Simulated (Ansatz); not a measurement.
## Fe₅Co₃: do energies and stresses tell the same story?

The calculation used Ansatz, DFT PBEsol, scalar-relativistic, plane waves, PAW.

Cutoff 420 eV; k points 10×10×10 on the computed 8-atom cell (Γ-centred); Gaussian smearing, width 0.10 eV; collinear spin from starting moments 2.64 2.95 2.95 2.95 2.95 1.99 1.99 1.99 μB.

Relaxed cell: Im-3m, a = 5.609 Å, b = 5.609 Å, c = 5.609 Å, α = 90.00°, β = 90.00°, γ = 90.00°, 8 atoms in the primitive cell. Whether it is the stable form of this composition wasn't checked.

Energies at zero smearing and pressures from the stress tensor, at volumes with shape and atoms relaxed:
| V (Å³/atom) | E − E(first) (meV/atom) | P (GPa) |
| --- | --- | --- |
| 9.706 | 0.00 | 36.45 |
| 10.037 | -64.01 | 25.36 |
| 10.368 | -106.55 | 15.67 |
| 10.699 | -130.25 | 7.26 |
| 11.029 | -137.73 | 0.00 |
| 11.360 | -131.22 | -6.24 |
| 11.691 | -112.76 | -11.52 |
| 12.132 | -72.88 | -17.23 |

**Question.** Check P = −dE/dV between neighbouring volumes, and get the bulk modulus from the pressures alone.

**Answer.** With 1 eV/Å³ = 160.2 GPa:
```
middle V (Å³/atom)  −ΔE/ΔV (GPa) mean P (GPa)
             9.871        30.997        30.904
            10.202        20.595        20.517
            10.533        11.477        11.466
            10.864         3.621         3.632
            11.195        -3.153        -3.117
            11.526        -8.937        -8.876
            11.912       -14.482       -14.374
```

The two differ by 0.11 GPa at most. The mean of two end pressures misses the average over a step by about ΔV² P″/12, up to 0.12 GPa here; with that taken off 0.22 GPa remains. The stress is the derivative of the free energy, not of the energy at zero smearing, and with free energies 0.01 GPa remains. The largest site moment goes from 2.46 to 2.78 μB along the series, which bends P(V). Around V = 11.029 Å³/atom, the two neighbours give B = −V ΔP/ΔV = 11.029 × 13.50 / 0.662 = 225.0 GPa, against B0 = 222.8 GPa from the Birch–Murnaghan fit of the energies.

Only parallel moments were tried here.

Only this magnetic start was tried.

Cost: 9 runs of about 18 core-minutes in all, on Intel Xeon Platinum 8375C (Ice Lake) (shared hosts).